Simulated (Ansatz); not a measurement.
Profile along the C–Hf line in HfC (rock salt)

HfC (rock salt)

```
CELL_PARAMETERS angstrom
      0.00000     2.32577     2.32577
      2.32577     0.00000     2.32577
      2.32577     2.32577     0.00000
ATOMIC_POSITIONS crystal
  C  0.00000 0.00000 0.00000
  Hf 0.50000 0.50000 0.50000
```

Fields along a shortest C–Hf line of a {110} plane (2.33 Å), from C to Hf, interpolated on the slice's grid (step about 0.2 Å). The numbers are results of PBE (plane waves to 420 eV, PAW, scalar-relativistic; Ansatz, an electronic-structure program), not measurements. k mesh 17×17×17. These are valence fields of a PAW run, semicore shells included where kept as valence: close to a nucleus they are smooth pseudo fields. HfC is run without spin polarisation. HfC was relaxed with its symmetry unable to fall. Spin-orbit coupling is left out, though Hf is heavy.

```
distance from C (Å)  valence electron density (e/Å³)  electron localisation function
-------------------  -------------------------------  ------------------------------
0.00                                            1.66                               x
0.12                                            1.69                               x
0.23                                            1.72                               x
0.35                                            1.66                               x
0.47                                            1.47                               x
0.58                                            1.20                            0.75
0.70                                            0.94                            0.77
0.82                                            0.72                            0.75
0.93                                            0.57                            0.61
1.05                                            0.49                            0.40
1.17                                            0.49                            0.23
1.28                                            0.66                            0.22
1.40                                            1.13                            0.34
1.51                                            2.24                            0.56
1.63                                            4.49                            0.73
1.75                                            8.33                            0.82
1.86                                           13.99                               x
1.98                                           21.02                               x
2.10                                           28.11                               x
2.21                                           33.46                               x
2.33                                           35.46                               x
```

x: too close to a nucleus for the ELF to mean much.

Density on the C–Hf line (2.33 Å) at its density minimum, 1.1 Å from C: 0.47 e/Å³. ELF at that point: 0.3.
